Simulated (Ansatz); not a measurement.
WS$_{2}$:
```
WS2
1.0
    3.17173     0.00000     0.00000
   -1.58587     2.74680     0.00000
    0.00000     0.00000    12.55251
W S
2 4
Direct
  0.33333   0.66667   0.75000
  0.66667   0.33333   0.25000
  0.33333   0.66667   0.12569
  0.66667   0.33333   0.87431
  0.66667   0.33333   0.62569
  0.33333   0.66667   0.37431
```

Relaxed with r²SCAN+D4. Special points in fractions of this cell's reciprocal vectors: Γ (0.000, 0.000, 0.000); M (0.500, 0.000, 0.000); K (0.333, 0.333, 0.000); A (0.000, 0.000, 0.500); L (0.500, 0.000, 0.500); H (0.333, 0.333, 0.500).

Q: List the band energies nearest the valence-band maximum at these points for plane-wave PAW r²SCAN+D4 (Ansatz code).

A: In eV from the valence-band maximum; about four levels below and three above (degenerate sets whole), none deeper than 8.9 eV; points with the same levels are listed once.

| k | below | above |
|---|---|---|
| Γ | -2.40 -2.40 -1.74 -1.12 0.00 | 2.44 2.44 2.45 2.45 |
| M | -2.14 -1.99 -1.73 -1.58 | 2.37 2.41 2.72 |
| K | -3.09 -3.09 -0.76 -0.60 | 1.29 1.29 2.37 |
| A | -2.42 -2.42 -2.42 -2.42 -0.33 -0.33 | 2.44 2.44 2.44 2.44 |
| L | -2.07 -2.07 -1.65 -1.65 | 2.39 2.39 2.85 2.85 |
| H | -3.21 -3.21 -0.69 -0.69 | 1.29 1.29 2.84 2.84 |

Space group P6_3/mmc. The cell was relaxed with r²SCAN+D4 under the symmetry of its start; phonons on a q-mesh show no instability. The run is not spin-polarised. Scalar-relativistic: spin–orbit coupling is off unless named, which matters more the heavier the elements.

Potentials: the later of the program's two PAW sets.
